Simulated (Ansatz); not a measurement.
Here is the system:

Relaxed TiN (rock salt):

```xyz
2
Lattice="0.0000 2.1167 2.1167 2.1167 0.0000 2.1167 2.1167 2.1167 0.0000" Properties=species:S:1:pos:R:3 pbc="T T T"
N      0.0000     0.0000     0.0000
Ti     2.1167     2.1167     2.1167
```

In each cell atom 2 (Ti, nearest neighbour N at 2.117 Å; its periodic images, 3.0 Å or more away, move with it) moves by s·(-1.000, 0.000, 0.000) (towards the nearest neighbour), the rest being held.

Level of theory: r2SCAN (plane waves to 500 eV, PAW, scalar-relativistic; Ansatz, an electronic-structure program). k mesh 15×15×15 (Γ-centred), Fermi-Dirac smearing 0.05 eV. E stands for the smeared free energy. Left out: 2 of 11 points, with atoms too close for the PAW data. With partly filled bands, energies and forces of such displacements shift with the k mesh and the smearing. The PAW data are Ansatz's earlier set. TiN is run without spin polarisation. TiN was relaxed with its symmetry unable to fall. ΔE is measured from the undisplaced structure.

The scan covers s from -0.336 to 0.336 Å in 9 points.

Task: Is the energy the same for equal positive and negative displacements?

Result: Even: the same for both signs. With its periodic images moving along, the atom's site symmetry in this cell is m-3m.

Task: What force acts on the atom along the line at s = -0.336 Å?

Result: 4.51 eV/Å.

Task: What is the force constant k = d²E/ds² of this move at s = 0?

Result: 10.9 eV/Å².

Task: With two atoms in the cell this is the zone-centre optical mode. What wavenumber follows?

Result: 524 cm⁻¹.

(For displaced atoms, the force is minus the slope of the energy, and its curvature is a force constant, which sets phonon frequencies.)
